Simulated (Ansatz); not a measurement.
TaS₂ in space group R-3m (No. 166; Ta on 6c, S on 6c, S on 6c), LDA (plane waves, PAW; program Ansatz), all energies at zero smearing, with the estimated change up to a 700 eV cutoff added, with one set of potentials and settings (totals compare only within such a set). Cell of 6 atoms (2 Ta, 4 S): -22849.970 eV.

| element | reference phase | E (eV/atom) |
|---|---|---|
| Ta | Im-3m, 1 atoms in the cell | -9682.6136 |
| S | Fddd, 32 atoms in the cell | -869.4931 |

Formation energy per atom, worked out: (-22849.970 − 2×(-9682.6136) − 4×(-869.4931))/6 = -1.128 eV/atom (-109 kJ per mol of atoms), at 0 K, without zero-point energy or fitted corrections.

The workflow started from a Materials Project entry (that database holds measured and hypothetical structures alike); the Crystallography Open Database files this formula in space group No. 166, but the cells were not matched. Its standing as an ambient phase is unchecked. Symmetry was held in the LDA relaxation; its stability against distortions is not shown here. No spin polarisation was allowed. A crystal of weakly bound layers computed without a dispersion correction: the cell and the soft elastic constants depend strongly on that. The references are the lowest solids computed at this level, not always the standard phases. Scalar-relativistic: spin–orbit coupling is off unless named, which matters more the heavier the elements.

Potentials: the later of the program's two PAW sets.
